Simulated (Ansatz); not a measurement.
InSe:
```
CELL_PARAMETERS angstrom
      4.02008     0.00000     0.00000
     -2.01004     3.48149     0.00000
      0.00000     0.00000    37.00000
ATOMIC_POSITIONS crystal
  Se 0.00000 0.00000 0.57198
  Se 0.00000 0.00000 0.42802
  In 0.33333 0.66667 0.46231
  In 0.33333 0.66667 0.53769
```
The layer is periodic in x and y and isolated along z.

Relaxed with r²SCAN+D4. Special points in fractions of this cell's reciprocal vectors: Γ (0.000, 0.000, 0.000); M (0.500, 0.000, 0.000); K (0.333, 0.333, 0.000).

Problem. List the band energies nearest the valence-band maximum at these points for plane-wave PAW r²SCAN+D4 with spin–orbit coupling (Ansatz code).

Solution. In eV from the valence-band maximum; about four levels below and three above (degenerate sets whole), none deeper than 8.9 eV; points with the same levels are listed once.

| k | below | above |
|---|---|---|
| Γ | -0.40 -0.40 -0.04 -0.04 | 1.99 1.99 3.26 3.26 |
| M | -1.53 -1.53 -0.98 -0.98 | 2.54 2.54 2.70 2.70 |
| K | -1.44 -1.38 -1.22 -1.12 | 2.77 2.79 3.45 |

Space group P-6m2 (GaSe-type). A layer that has been made, often on a substrate. The cell was relaxed with r²SCAN+D4 under the symmetry of its start; its stability against distortions is not shown here.

Potentials: the later of the program's two PAW sets.
